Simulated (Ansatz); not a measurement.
ScSnCN in space group P3m1 (No. 156; Sc on 1b, Sn on 1c, C on 1b, N on 1c), the program Ansatz at the PBE level (PAW). The conduction-band minimum lies at Γ, with 1 equivalent valley. Second derivatives d²E/dk² of the lowest band at one valley (eV·Å²), along Cartesian directions:

| direction | d²E/dk² |
|---|---|
| [100] | 53.57 |
| [010] | 53.57 |
| [001] | 13.32 |
| [110] | 53.57 |
| [101] | 33.48 |
| [011] | 33.48 |

Question: Find the principal effective masses, the density-of-states mass and the conductivity mass.

Answer: Off-diagonal terms follow from H_xy = H[110] − (H_xx + H_yy)/2, and m*/mₑ = 7.620 eV·Å² over each eigenvalue: 0.14, 0.14, 0.57. One valley's DOS mass (m₁m₂m₃)^(1/3) = 0.23, conductivity mass 3/(Σ 1/mᵢ) = 0.19 mₑ.

Question: What effective density of states Nc follows at 300 K for parabolic valleys?

Answer: Nc = 2.509e19 × 1 × (0.23)^(3/2) ≈ 2.8e18 cm⁻³.

The start of the workflow was typed in or built on a structure type; neither database checked (COD, Materials Project) lists it. Whether it is the stable phase at ambient conditions was not checked. The PBE relaxation kept the symmetry of its start; whether a distortion lowers the energy is not shown. The run is not spin-polarised. Spin–orbit coupling is left out wherever it is not named.

Potentials: the earlier of the program's two PAW sets.

Edges and masses are those of Kohn–Sham bands, whose gap is no quasiparticle gap.
